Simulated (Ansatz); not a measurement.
Relaxed ZnO (wurtzite):

```
CELL_PARAMETERS angstrom
      6.55919     0.00000     0.00000
     -1.63980     2.84021     0.00000
      3.27960     0.00000     5.29330
ATOMIC_POSITIONS crystal
  Zn 0.33226 0.33333 0.00215
  Zn 0.83226 0.33333 0.00215
  Zn 0.91559 0.66667 0.50215
  Zn 0.41559 0.66667 0.50215
  O  0.02181 0.33333 0.62305
  O  0.52181 0.33333 0.62305
  O  0.10514 0.66667 0.12305
  O  0.60514 0.66667 0.12305
```

A phonon eigenvector at L = (0.5, 0.0, 0.5) is frozen into this cell: atom i moves by Q times the vector below, so Q is the largest atomic displacement, in Å. The cell is held. It is one choice among 2 degenerate patterns. (q is in reciprocal vectors of the primitive cell; the cell shown is doubled to hold the pattern.)

| atom | x | y | z |
|---|---|---|---|
| Zn1 | 0.075 | -0.131 | 0.000 |
| Zn2 | -0.075 | 0.131 | 0.000 |
| Zn3 | 0.087 | -0.150 | 0.000 |
| Zn4 | -0.087 | 0.150 | 0.000 |
| O5 | -0.500 | 0.866 | 0.000 |
| O6 | 0.500 | -0.866 | 0.000 |
| O7 | -0.465 | 0.805 | 0.000 |
| O8 | 0.465 | -0.805 | 0.000 |

The numbers are results of PBE (plane waves to 420 eV, PAW, scalar-relativistic; Ansatz, a first-principles code), not measurements. k mesh 12×12×12 (Γ-centred), Fermi-Dirac smearing 0.05 eV. ZnO was relaxed with its symmetry unable to fall. 

```csv
Q (Å),−dE/dQ from forces (eV/Å)
-0.180,8.449
-0.150,6.877
-0.120,5.393
-0.090,3.982
-0.060,2.624
-0.030,1.303
0.000,0.000
0.030,-1.303
0.060,-2.624
0.090,-3.982
0.120,-5.393
0.150,-6.877
0.180,-8.449
```

### Question
What harmonic wavenumber does the curvature at Q = 0 give?

### Answer
421 cm⁻¹. E″ = 43.33 eV/Å², M = Σ mᵢ|uᵢ|² = 66.5 u, ν̃ = 521.5·√(|E″|/M).

(A displaced cell: forces are minus the slopes of the energy, force constants its curvatures, and phonons follow from these.)
